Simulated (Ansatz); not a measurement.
MoN2:
```xyz
6
Lattice="4.3188 0.0000 0.0000 0.0000 4.3188 0.0000 0.0000 0.0000 2.7395" Properties=species:S:1:pos:R:3 pbc="T T T"
Mo     2.1594     2.1594     0.0000
Mo     0.0000     0.0000     0.0000
N      3.8346     1.6752     1.3697
N      0.4842     2.6436     1.3697
N      2.6436     3.8346     1.3697
N      1.6752     0.4842     1.3697
```

Relaxed with r²SCAN. Special points in fractions of this cell's reciprocal vectors: Γ (0.000, 0.000, 0.000); X (0.000, 0.500, 0.000); M (0.500, 0.500, 0.000); Z (0.000, 0.000, 0.500); R (0.000, 0.500, 0.500); A (0.500, 0.500, 0.500).

Question: List the band energies nearest the Fermi level at these points for DFT-r²SCAN in the program Ansatz with PAW potentials.

Answer: In eV from the Fermi level; about four levels below and three above (degenerate sets whole), none deeper than 8.9 eV; points with the same levels are listed once.

| k | below | above |
|---|---|---|
| Γ | -3.16 -3.16 -2.48 -1.85 | 0.76 0.76 1.03 |
| X | -1.25 -1.25 -0.42 -0.42 | 2.41 2.41 3.60 3.60 |
| M | -3.95 -3.95 -0.92 -0.92 | 0.50 0.50 0.52 0.52 |
| Z | -3.20 -2.84 -2.16 -2.16 | 0.77 1.06 2.21 |
| R | -2.69 -2.69 -1.13 -1.13 | 2.62 2.62 3.30 3.30 |
| A | -5.45 -5.45 -1.44 -1.44 | 2.57 2.57 3.63 3.63 |

Space group P4/mbm. The workflow started from a Materials Project entry (that database holds measured and hypothetical structures alike); the Crystallography Open Database copy checked does not list it. Its standing as an ambient phase is unchecked. Symmetry was held in the r²SCAN relaxation; whether a distortion lowers the energy is not shown. No spin polarisation was allowed. Spin–orbit coupling is left out wherever it is not named.

Potentials: the later of the program's two PAW sets.
